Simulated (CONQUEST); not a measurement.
Set-up for a self-consistent single point of WSe2 (P6_3/mmc, 12 atoms in the cell; from Materials Project mp-1821, changed as shown).

```
CELL_PARAMETERS angstrom
      3.25353     0.00000     0.00000
      0.00000     5.63528     0.00000
      0.00000     0.00000    13.46245
ATOMIC_POSITIONS crystal
  W  0.50000 0.16667 0.75000
  W  0.00000 0.33333 0.25000
  W  0.00000 0.66667 0.75000
  W  0.50000 0.83333 0.25000
  Se 0.00000 0.33333 0.87100
  Se 0.50000 0.16667 0.12900
  Se 0.50000 0.16667 0.37100
  Se 0.00000 0.33333 0.62900
  Se 0.50000 0.83333 0.87100
  Se 0.00000 0.66667 0.12900
  Se 0.00000 0.66667 0.37100
  Se 0.50000 0.83333 0.62900
```

Computed with CONQUEST with LDA (PW92), numerical atomic orbitals double-zeta with polarisation (the shipped basis), PseudoDojo norm-conserving potentials made for LDA.

CONQUEST settings:

```
setting                                         value
---------------------  ------------------------------
basis                                             DZP
Diag.MPMeshX, Y, Z                              6 4 2
potentials             PseudoDojo norm-conserving LDA
Grid.GridCutoff                                140 Ha
DM.SolutionMethod                              diagon
Diag.kT                                   0.001837 Ha
Diag.GammaCentred                                true
minE.SCTolerance                              1.0e-06
SC.MaxIters                                       100
SC.LinearMixingFactor                             0.5
AtomMove.TypeOfRun                             static
```

Results:

* **Number of valence electrons**: 184
* **Number of bands**: 220
* **Number of k-points after the program's reduction**: 41
* **Size of the basis**: 220
* **Number of SCF iterations**: 7
* **FFT grid**: 36 × 60 × 144
* **Free energy E − TS**: -34646.1023 eV
* **Top of the valence band (on the code's own zero)**: -5.42 eV
* **Gap on the k-point mesh**: 1.23 eV
* **Pressure**: 6.78 GPa
* **Largest force (vector length)**: 1.362 eV/Å

Forces (eV/Å):
```tsv
atom	Fx	Fy	Fz
W1	-0.030	-0.004	0.000
W2	-0.030	0.004	0.000
W3	-0.030	-0.004	0.000
W4	-0.030	0.004	0.000
Se5	-0.002	0.003	1.362
Se6	-0.002	-0.003	-1.362
Se7	-0.002	-0.003	1.362
Se8	-0.002	0.003	-1.362
Se9	-0.002	0.003	1.362
Se10	-0.002	-0.003	-1.362
Se11	-0.002	-0.003	1.362
Se12	-0.002	0.003	-1.362
```

The gap is read on the k-point mesh of the run and can differ from the gap over the whole zone at this level.

For comparison: a first run was changed to give this one (lattice scaled by 0.98), and from it to this one the free energy rises by 17.2 meV/atom, the pressure goes from -2.17 to 6.78 GPa, the largest force goes from 0.203 to 1.362 eV/Å and the gap on the mesh moves little (1.229 to 1.228 eV).

Spin-orbit coupling is left out, which matters for bands and gaps with elements this heavy. The program uses no crystal symmetry, so grid and mesh can part values that symmetry would make equal. The atom-centred basis is finite, which shifts total energies, pressures, gaps and forces against plane waves. Forces above 1 eV/Å remain at this geometry, of which the finite basis can carry a part. The structure comes from a collection of computed structures, made at another level of theory; the collection holds predicted forms beside known ones.

Cost on one core: roughly 2.1 core-minutes.
